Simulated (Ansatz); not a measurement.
A geometry of Te2Mo away from equilibrium: step 2 of the relaxation of a generated trial cell of Te2Mo in the 2H-MoS2 structure type. Computed with r2SCAN (plane waves to 500 eV, PAW, scalar-relativistic; Ansatz, an electronic-structure program). Γ-centred k-mesh 7×7×2 on the run's cell (coarser than for final values), Fermi–Dirac smearing 0.05 eV. The plane waves were selected for a different cell earlier on the path.

```
Te2Mo
1.0
    3.54551     0.00000     0.00000
   -1.77275     3.07050     0.00000
    0.00000     0.00000    14.42882
Mo Te
2 4
Cartesian
  0.00000   2.04700   3.60720
  1.77275   1.02350  10.82161
  0.00000   2.04700   9.08283
  1.77275   1.02350   1.86843
  1.77275   1.02350   5.34598
  0.00000   2.04700  12.56039
```

Give the Cartesian forces on all atoms (eV/Å).


```tsv
atom	Fx	Fy	Fz
Mo1	0.00	0.00	0.00
Mo2	0.00	0.00	0.00
Te3	0.00	0.00	-0.86
Te4	0.00	0.00	-0.86
Te5	0.00	0.00	0.86
Te6	0.00	0.00	0.86
```

The path ends in P6₃/mmc (No. 194) (AFLOW prototype AB2_hP6_194_c_f (C7, as in MoS2)). No spin polarisation in the result. Without a van der Waals term the distances between weakly bound units are poorly fixed.

The run could not lose the symmetry of its start; a randomly shaken copy of 6 atoms returns to this structure.
